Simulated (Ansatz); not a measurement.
K under pressure: fit and missing row

K, Cmmm, a = 8.518 Å, b = 8.530 Å, c = 11.145 Å. This isn't the element's structure at ambient conditions. Ansatz: PBEsol, PAW, 420 eV, Γ-centred 6×6×4 mesh on 5 atoms, Gaussian smearing 0.10 eV; no spin polarisation. Cell and atoms are relaxed at each pressure, and no other structure is tried, so the rows at high pressure may lie past a change of phase.

| V (Å³/atom) | P (GPa) |
| --- | --- |
| 14.274 | ? |
| 19.011 | 29.99 |
| 26.973 | 14.99 |
| 36.140 | 8.00 |
| 50.479 | 3.00 |
| 80.981 | 0.00 |

**Question.** Take V0 = 80.981 Å³/atom, fit the third-order Birch–Murnaghan form to the other rows, and predict the missing pressure.

**Answer.** With the Eulerian strain f = ½[(V0/V)^(2/3) − 1] and y = P/[3f(1 + 2f)^(5/2)], the form is the line y = B0 + 1.5 B0 (B0′ − 4) f. Rows (f, y): 0.81388, 1.10; 0.54057, 1.48; 0.35618, 1.95; 0.18520, 2.46. Means f = 0.4740, y = 1.7475; Σ(Δf)² = 0.2172, ΣΔfΔy = -0.4675; the slope is their ratio. y = 2.767 − 2.152 f GPa, so B0 = 2.8 GPa and B0′ = 4 + 2 × (-2.152)/(3 × 2.767) = 3.48. At V = 14.274, f = 1.09048, y = 0.420 and P = 24.81 GPa. The run gave 59.96 GPa, so the fit is 35.15 GPa too low, 59 % of the span of the series, against an rms of 1.29 GPa on the fitted rows. The row lies outside the fitted range. The points of y bend away from a line: a fourth-order term fitted to them gives P = 59.48 GPa at this row's volume (the line 24.81, the run 59.96). Also, this row ran on the mesh 10×10×6, its neighbour on 8×8×6, which can shift it a little. The nearest row lies 38 % from V0, so B0 and B0′ are extrapolations to f = 0.

The mesh isn't the same in all rows (6×6×4, 8×8×4, 8×8×6, 10×10×6).